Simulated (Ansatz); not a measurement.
AlIr:
```yaml
crystal:
  lattice:
    - [1.42202, -4.81341, 0.00000]
    - [1.42202, 4.81341, 0.00000]
    - [0.00000, 0.00000, 4.17592]
  atoms:
    - { symbol: Al, position: [0.58598, 0.41402, 0.25000] }
    - { symbol: Ir, position: [0.84896, 0.15104, 0.25000] }
    - { symbol: Al, position: [0.41402, 0.58598, 0.75000] }
    - { symbol: Ir, position: [0.15104, 0.84896, 0.75000] }
```

Relaxed with PBE. Special points in fractions of this cell's reciprocal vectors: Γ (0.000, 0.000, 0.000); Y (-0.500, 0.500, 0.000); C0 (-0.272, 0.728, 0.000); Σ0 (0.272, 0.272, 0.000); Z (0.000, 0.000, 0.500); A0 (0.272, 0.272, 0.500); E0 (-0.272, 0.728, 0.500); T (-0.500, 0.500, 0.500); S (0.000, 0.500, 0.000); R (0.000, 0.500, 0.500).

Question: List the band energies nearest the Fermi level at these points for DFT-PBE in the program Ansatz with PAW potentials.

Answer: In eV from the Fermi level; about four levels below and three above (degenerate sets whole), none deeper than 8.9 eV; points with the same levels are listed once.

```
k                     below                above
--  -----------------------  -------------------
Γ   -1.02 -0.98 -0.73 -0.13       3.89 5.26 6.25
Y   -1.53 -1.45 -0.53 -0.46       1.45 3.03 3.42
C0  -2.80 -2.37 -2.22 -1.06       0.86 2.08 4.01
Z   -1.80 -1.80 -0.32 -0.32  0.11 0.11 3.72 3.72
A0  -1.96 -1.96 -0.64 -0.64  1.79 1.79 3.63 3.63
T   -0.75 -0.75 -0.72 -0.72  6.72 6.72 9.45 9.45
S   -2.75 -2.23 -1.34 -1.09       0.73 2.12 3.64
R   -2.05 -2.05 -0.31 -0.31  2.26 2.26 3.65 3.65
```

Space group Cmcm. The start of the workflow was typed in or built on a structure type; neither database checked (COD, Materials Project) lists it. Its standing as an ambient phase is unchecked. The PBE relaxation kept the symmetry of its start; whether a distortion lowers the energy is not shown. The run is not spin-polarised. Spin–orbit coupling is left out wherever it is not named.

Potentials: the later of the program's two PAW sets.
